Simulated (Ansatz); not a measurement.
A generator proposed this cell of AlIn₃As₄.

```cif
data_structure
_symmetry_space_group_name_H-M 'P-4m2'
_symmetry_Int_Tables_number 115
_cell_length_a 4.0481
_cell_length_b 4.0481
_cell_length_c 11.4497
_cell_angle_alpha 90.000
_cell_angle_beta 90.000
_cell_angle_gamma 90.000
_cell_volume 187.62
loop_
_atom_site_label
_atom_site_type_symbol
_atom_site_symmetry_multiplicity
_atom_site_Wyckoff_symbol
_atom_site_fract_x
_atom_site_fract_y
_atom_site_fract_z
_atom_site_occupancy
Al1 Al 1 d 0.00000 0.00000 0.50000 1
In1 In 1 a 0.00000 0.00000 0.00000 1
In2 In 2 f 0.50000 0.50000 0.25000 1
As1 As 2 g 0.50000 0.00000 0.87500 1
As2 As 2 g 0.50000 0.00000 0.37500 1
```

Level of theory: Ansatz, DFT PBE, scalar-relativistic, plane waves, PAW. Settings: cutoff 420 eV, Γ-centred mesh 4×4×2 on the computed 8-atom cell, Gaussian smearing of 0.10 eV; no spin polarisation.

Energies over the elements count from the elements' standard structures at the same level, with no fitted energy shifts.

Task: What does a single point on this coarse mesh give?

Result: The pressure is 14.7 GPa (the mean over three directions, positive in compression), the largest force is 1.88 eV/Å, and the energy is −0.06 eV/atom against the elements. The shortest distance is 2.48 Å.

Task: How much does it gain on relaxing, and where does it end?

Result: Relaxing gains about 0.23 eV/atom (the start's value is from the coarse mesh, so the gain is rough) in 9 ionic steps and ends at −0.29 eV/atom on the finer mesh. The symmetry stays P-4m2 (No. 115). The volume per atom grows by 19.0 %, from 23.5 to 27.9 Å³. The shortest distance goes from 2.48 Å (Al–As and In–As) to 2.52 Å (Al–As). Conventional cell: a = 4.286 Å, c = 12.159 Å. Al is surrounded by 4 As at 2.52 Å; around In on a site of symmetry -4m2 lie 4 As at 2.66 Å; As on its first site is surrounded by 4 In at 2.66 Å; 2 more sites not described.

The last run used a 10×10×4 mesh (in the run's order of axes) for its 8-atom cell and Gaussian smearing of 0.10 eV. The reference form of As is held partly by dispersion forces, which this level lacks. The relaxation can't lower the symmetry of the start. Symmetry constrained the relaxation, so the result can be a saddle point.
